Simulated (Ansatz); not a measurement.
BP (zinc blende)

```xyz
2
Lattice="0.0000 2.2742 2.2742 2.2742 0.0000 2.2742 2.2742 2.2742 0.0000" Properties=species:S:1:pos:R:3 pbc="T T T"
P      1.1371     1.1371     1.1371
B      0.0000     0.0000     0.0000
```

The slice is a {100} plane (indices of the conventional cell) through the point (0.000, 0.000, 0.000) (fractional), spanned by u = [100] and v = [0 1 -1] in vectors of this cell: u (3.22 Å) and v (3.22 Å, at 90° to u). It covers one period; positions are fractions (u, v).

These are PBE (plane waves to 420 eV, PAW, scalar-relativistic; Ansatz, a quantum-chemistry and plane-wave program) values and carry that method's errors. k mesh 12×12×12. Near the nuclei the fields are pseudised (PAW); where an atom keeps semicore shells as valence, they peak there. BP was relaxed with its symmetry unable to fall.

Three fields on this plane, each scaled to ten steps between its own extremes (0 low, 9 high; the total valence density on a logarithmic scale, the potential cut 8 eV below its top; x marks points blanked near nuclei; v = 0 in the bottom row):

Map A
```
|xxxxx04555455540xxxx|
|xxxxx25665556652xxxx|
|xxxx0467766677640xxx|
|xxx036777777777630xx|
|00246788888888876420|
|34567889999999887654|
|55677899999999987765|
|55677899999999987765|
|45567899999999987655|
|44567899999999987654|
|45567899999999987655|
|55677899999999987765|
|55677899999999987765|
|34567889999999887654|
|00246788888888876420|
|xxx036777777777630xx|
|xxxx0467766677640xxx|
|xxxxx25665556652xxxx|
|xxxxx04555455540xxxx|
|xxxxx03554445530xxxx|
```

Map B
```
|xxxxx97654445679xxxx|
|xxxxx86544444568xxxx|
|xxxx8654333334568xxx|
|xxx865432222234568xx|
|99865432111112345689|
|87654321110111234567|
|66543211000001123456|
|55432110000000112345|
|54432110000000112344|
|44432100000000012344|
|54432110000000112344|
|55432110000000112345|
|66543211000001123456|
|87654321110111234567|
|99865432111112345689|
|xxx865432222234568xx|
|xxxx8654333334568xxx|
|xxxxx86544444568xxxx|
|xxxxx97654445679xxxx|
|xxxxx98655455689xxxx|
```

Map C
```
|xxxxx84100000148xxxx|
|xxxxx73111111137xxxx|
|xxxx9632222222369xxx|
|xxx964322333223469xx|
|88764322344432234678|
|44333223344433223334|
|11122233445443322211|
|00122334455544332210|
|00123444555554443210|
|00123445555555443210|
|00123444555554443210|
|00122334455544332210|
|11122233445443322211|
|44333223344433223334|
|88764322344432234678|
|xxx964322333223469xx|
|xxxx9632222222369xxx|
|xxxxx73111111137xxxx|
|xxxxx84100000148xxxx|
|xxxxx84100000148xxxx|
```

Task: Assign the maps to these fields: density of the lowest conduction band (whole band as if filled, smooth part); density of the highest valence band (whole band, smooth part); electrostatic potential energy of an electron, from the cell's mean.

Result: A is the electrostatic potential energy of an electron, from the cell's mean; B is the density of the highest valence band (whole band, smooth part); C is the density of the lowest conduction band (whole band as if filled, smooth part).
